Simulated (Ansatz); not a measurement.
**Compressing C: a fit and a missing row**

C, R-3m, a = 2.513 Å, c = 43.343 Å. Ansatz: r2SCAN, PAW, 500 eV, Γ-centred 12×12×12 mesh on 14 atoms, Gaussian smearing 0.02 eV; no spin polarisation. Shape and atoms are relaxed at each volume; pressure is positive in compression.

```
V (Å³/atom) P (GPa)
      4.967    72.61
      5.137    50.43
      5.306        ?
      5.475    14.49
      5.645    -0.03
      5.814   -12.65
      5.983   -23.62
      6.209   -36.04
```

Take V0 = 5.645 Å³/atom, count pressures from its P0 = -0.03 GPa, fit the third-order Birch–Murnaghan form to the other rows, and predict the missing pressure.

With the Eulerian strain f = ½[(V0/V)^(2/3) − 1] and y = (P − P0)/[3f(1 + 2f)^(5/2)], the form is the line y = B0 + 1.5 B0 (B0′ − 4) f. Rows (f, y): 0.04452, 439.4; 0.03244, 443.1; 0.01030, 446.5; -0.00974, 453.7; -0.01901, 455.7; -0.03076, 457.4. Means f = 0.004625, y = 449.30; Σ(Δf)² = 0.004415, ΣΔfΔy = -1.084; the slope is their ratio. y = 450.4 − 245.6 f GPa, so B0 = 450.4 GPa and B0′ = 4 + 2 × (-245.6)/(3 × 450.4) = 3.64. At V = 5.306, f = 0.02108, y = 445.22 and P = 31.19 GPa. The run gave 31.20 GPa, so the fit is 0.01 GPa too low, within the rms miss on the fitted rows (0.04 GPa).

Cost: 8 runs of about 35 core-minutes in all, on AMD EPYC 7R43 (Zen 3) (shared hosts).